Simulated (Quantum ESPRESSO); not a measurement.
**Band energies of KLuS$_{2}$**

```
KLuS2
1.0
    1.95380     1.12803     7.23429
   -1.95380     1.12803     7.23429
    0.00000    -2.25605     7.23429
S K Lu
2 1 1
Cartesian
  0.00000   0.00000  16.63753
  0.00000   0.00000   5.06534
  0.00000   0.00000   0.00000
  0.00000   0.00000  10.85144
```

PBEsol (pw.x of Quantum ESPRESSO, ONCV potentials, without SOC); path ΓLB1,BZΓX,QFP1Z,LP; energies in eV from the valence-band maximum.

| k (1/Å) | point | band 19 | band 20 | band 21 | band 22 | band 23 | band 24 | band 25 | band 26 |
|---|---|---|---|---|---|---|---|---|---|
| 0.00 | Γ | -1.83 | -1.83 | -0.36 | 0.00 | 0.00 | 3.49 | 3.62 | 3.62 |
| 0.35 |  | -2.24 | -1.71 | -1.36 | -0.43 | -0.37 | 3.19 | 4.07 | 4.35 |
| 0.70 |  | -2.58 | -1.93 | -1.59 | -0.98 | -0.90 | 2.68 | 4.81 | 5.21 |
| 0.94 | L | -2.58 | -1.66 | -1.60 | -1.34 | -0.97 | 2.58 | 4.64 | 5.29 |
| 1.06 |  | -2.59 | -1.67 | -1.64 | -1.31 | -1.12 | 2.76 | 4.74 | 5.18 |
| 1.41 |  | -2.68 | -2.41 | -1.60 | -1.46 | -1.42 | 3.85 | 4.59 | 4.85 |
| 1.53 | B1 | -2.69 | -2.46 | -1.52 | -1.47 | -1.44 | 3.71 | 4.49 | 4.91 |
| 1.53 | B | -2.69 | -2.46 | -1.52 | -1.47 | -1.44 | 3.71 | 4.49 | 4.91 |
| 1.64 |  | -2.70 | -2.26 | -1.57 | -1.53 | -1.24 | 3.55 | 4.13 | 5.26 |
| 1.98 |  | -2.72 | -1.74 | -1.65 | -1.11 | -0.64 | 3.36 | 3.47 | 5.36 |
| 2.32 |  | -2.23 | -1.73 | -0.82 | -0.66 | -0.32 | 3.46 | 3.67 | 4.32 |
| 2.55 | Z | -1.78 | -1.78 | -1.25 | -0.12 | -0.12 | 3.70 | 3.70 | 3.70 |
| 2.66 |  | -1.78 | -1.78 | -1.11 | -0.10 | -0.10 | 3.68 | 3.68 | 3.69 |
| 2.98 | Γ | -1.83 | -1.83 | -0.36 | 0.00 | 0.00 | 3.49 | 3.62 | 3.62 |
| 3.28 |  | -2.14 | -1.75 | -1.07 | -0.42 | -0.33 | 3.62 | 3.70 | 3.99 |
| 3.58 |  | -2.45 | -2.10 | -1.69 | -1.21 | -0.69 | 3.78 | 3.92 | 5.15 |
| 3.88 |  | -2.48 | -2.28 | -1.62 | -1.62 | -1.22 | 3.86 | 4.43 | 5.04 |
| 4.08 | X | -2.67 | -2.49 | -1.50 | -1.49 | -1.45 | 3.73 | 4.68 | 4.73 |
| 4.08 | Q | -2.67 | -2.49 | -1.50 | -1.49 | -1.45 | 3.73 | 4.68 | 4.73 |
| 4.39 |  | -2.44 | -1.80 | -1.67 | -1.31 | -1.05 | 2.57 | 4.96 | 5.03 |
| 4.59 | F | -2.41 | -1.78 | -1.68 | -0.95 | -0.87 | 2.10 | 4.85 | 5.31 |
| 4.59 | P1 | -2.47 | -1.76 | -1.66 | -1.00 | -0.89 | 2.19 | 4.94 | 5.20 |
| 4.85 |  | -2.62 | -1.78 | -1.64 | -0.78 | -0.70 | 2.35 | 4.69 | 5.16 |
| 5.12 |  | -2.50 | -1.68 | -1.21 | -0.63 | -0.48 | 2.95 | 4.36 | 4.39 |
| 5.38 |  | -1.89 | -1.77 | -1.13 | -0.22 | -0.15 | 3.61 | 3.75 | 3.78 |
| 5.47 | Z | -1.78 | -1.78 | -1.25 | -0.12 | -0.12 | 3.70 | 3.70 | 3.70 |
| 5.47 | L | -2.58 | -1.66 | -1.60 | -1.34 | -0.97 | 2.58 | 4.64 | 5.29 |
| 5.77 | P | -2.47 | -1.76 | -1.66 | -1.00 | -0.89 | 2.19 | 4.94 | 5.20 |

The PBEsol gap is indirect, 2.10 eV, from Γ to F; the smallest direct gap is 2.97 eV.

The 4f states are in the valence at their DFT position.

Geometry relaxed with PBEsol.
